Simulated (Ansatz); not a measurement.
Vibrations of Ca (I4/mmm) by finite displacements

```xyz
1
Lattice="-2.1136 2.1136 2.1044 2.1136 -2.1136 2.1044 2.1136 2.1136 -2.1044" Properties=species:S:1:pos:R:3 pbc="T T T"
Ca    0.0000    0.0000    2.1044
```

The conventional cell has a = 4.227 Å, b = 4.227 Å, c = 4.209 Å, α = 90.00°, β = 90.00°, γ = 90.00°. Around Ca (atom 1) lie 8 Ca at 3.66 Å.

Level of theory, where no other is named: LDA, all-electron LAPW in Ansatz 0.2.0, scalar-relativistic. k mesh 14×14×14, Fermi-Dirac smearing of 0.050 eV, basis error target 1 meV/atom. The cell was relaxed by PAW under this functional, which moved its volume by -12 % from the database entry's. This phase needn't be the one found at ambient conditions.

Atoms are displaced by 0.01 Å in the smallest supercells that hold the wave vectors of a 2×2×2 mesh. Negative values stand for unstable modes.

Question: What are the phonon energies at the solved wave vectors, in cm⁻¹?

Answer: 

```
                q  point        modes (cm⁻¹)
0.500 0.000 0.000      N  41.0, 127.1, 162.9
0.500 0.500 0.000      X  38.6, 126.3, 162.6
0.500 0.500 0.500      M   177.4, 178.4 (×2)
```

Question: Is the structure dynamically stable at these wave vectors?

Answer: Yes, no mode is unstable there; wave vectors off this mesh aren't tested.

Question: How well do frozen-core PAW files reproduce these all-electron values?

Answer: With a cutoff of 420 eV and displacements of 0.0025 Å, the r.m.s. difference over the modes is 0.0 cm⁻¹; the largest difference is 38.5 (PAW) against 38.6 cm⁻¹ (LAPW).

Question: The cell is scaled evenly to 37.039 and 38.167 Å³ (from 37.603), with free atoms relaxed and the shape held, so these aren't the values under hydrostatic pressure. What are the mode Grüneisen parameters γ = −d ln ω/d ln V?

Answer: For the highest mode, 181.2 cm⁻¹ in the small cell and 175.6 in the large one give γ ≈ 1.05. From the change of the dynamical matrix on each mode:

```
point   cm⁻¹     γ
    N   41.0  2.69
    N  127.1  0.68
    N  162.9  1.64
    X   38.6  2.92
    X  126.3  0.68
    X  162.6  1.64
    M  177.4  1.03
    M  178.4  1.04
```

Weighted by the modes' heat capacities at 300 K, the mean on this mesh is 1.61; it moves with the q mesh, and a coarse one overweights the zone boundary.

Limits of these numbers: responses of metals move with mesh and smearing; the frozen-core PAW files of the compared runs were fitted under PBE, their cores solved anew for this functional.
